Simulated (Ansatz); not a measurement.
MgH₂:
```
CELL_PARAMETERS angstrom
      4.48503     0.00000     0.00000
      0.00000     4.48503     0.00000
      0.00000     0.00000     2.99605
ATOMIC_POSITIONS crystal
  Mg 0.00000 0.00000 0.00000
  Mg 0.50000 0.50000 0.50000
  H  0.30467 0.30467 0.00000
  H  0.19533 0.80467 0.50000
  H  0.69533 0.69533 0.00000
  H  0.80467 0.19533 0.50000
```

Relaxed with r²SCAN. Special points in fractions of this cell's reciprocal vectors: Γ (0.000, 0.000, 0.000); X (0.000, 0.500, 0.000); M (0.500, 0.500, 0.000); Z (0.000, 0.000, 0.500); R (0.000, 0.500, 0.500); A (0.500, 0.500, 0.500).

**Question.** List the band energies nearest the valence-band maximum at these points for plane-wave PAW r²SCAN (Ansatz code).

**Answer.** In eV from the valence-band maximum; about four levels below and three above (degenerate sets whole), none deeper than 8.9 eV; points with the same levels are listed once.

```json
[
 {"k": "Γ", "below": "-6.60 -1.47 -1.47 -0.40", "above": "5.24 5.74 9.98 9.98"},
 {"k": "X", "below": "-4.91 -4.91 -0.52 -0.52", "above": "5.99 5.99 10.89 10.89"},
 {"k": "M", "below": "-3.80 -3.80 -2.77 -2.77", "above": "9.85 9.85 9.94 9.94"},
 {"k": "Z", "below": "-3.07 -3.07 -0.11 -0.11", "above": "7.16 7.16 7.54 7.54"},
 {"k": "R", "below": "-2.33 -2.33 -1.07 -1.07", "above": "5.82 5.82 7.52 7.52"},
 {"k": "A", "below": "-1.94 -1.94 -0.98 -0.98", "above": "4.59 4.59 4.74 4.74"}
]
```

Space group P4_2/mnm (rutile). The cell was relaxed with r²SCAN under the symmetry of its start; phonons on a q-mesh show no instability.

Potentials: the later of the program's two PAW sets.
